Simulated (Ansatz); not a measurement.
Consider the following.

CuI2 in space group P4/mmm (No. 123; Cu on 1a, I on 2f), a = 5.1823 Å, b = 5.1823 Å, c = 4.2194 Å, α = 90.00°, β = 90.00°, γ = 90.00°.

This is the PBE+D3(BJ)-relaxed structure.

### Question
All from DFT-PBE+D3(BJ) in the program Ansatz with PAW potentials, unless another level is named. Predict the electronic character.

### Answer
metallic (no gap).

### Question
What about the formation energy from the elements (no fitted shifts)?

### Answer
0.23 eV/atom.

### Question
Give the gap with spin–orbit coupling.

### Answer
none (metallic).

The first step of the workflow began from a Materials Project structure, measured or hypothetical; the Crystallography Open Database copy checked does not list it. Whether it is the stable phase at ambient conditions was not checked. Symmetry was held in the PBE+D3(BJ) relaxation; its stability against distortions is not shown here. The run is not spin-polarised. Its formation energy is positive at this level, so the cell may be metastable or incomplete. With an odd number of electrons in the cell and no spin polarisation, the count alone makes it a metal. The references are the lowest solids computed at this level, not always the standard phases. Spin–orbit coupling is left out wherever it is not named.

Potentials: the later of the program's two PAW sets.
